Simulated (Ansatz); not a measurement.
Input and command of a plane-wave DFT calculation in Ansatz:

```yaml
crystal:
  lattice:
    - [1.3806485514, 0.8464240693, 3.4083]
    - [-1.3806485514, 0.8464240693, 3.4083]
    - [0.0, -1.6928481386, 3.4083]
  atoms:
    - { symbol: O, position: [0.0577, 0.0577, 0.0577], spin: 0.58 }
    - { symbol: O, position: [0.9423, 0.9423, 0.9423], spin: 0.58 }
basis:
  ecutwfc: 420
kpoints:
  mp_grid: { grid: [18, 18, 18] }
hamiltonian:
  xc: pbesol
scf:
  occupations: { method: gaussian, width: 0.15 }
output:
  forces: true
  stress: true
  eigenvalues: true
  populations: true
magnetization:
  spin_polarized: true
```

```bash
ansatz run input.yaml --threads 1 --pin off --max-ram 2560MiB --backend cpu --events-out ev --progress --plain --runs-dir out
```

Processor: Arm Neoverse V1, 1 thread, on a host shared with other jobs.

Problem. How long does it run, and how much memory does it take?

Solution. About 2.1 min on 1 thread of Arm Neoverse V1, with other jobs on the host, peak memory 0.88 GiB. It solves 11 bands at 1550 k points (the mesh reduced by symmetry) with about 475 plane waves, in 19 SCF iterations.
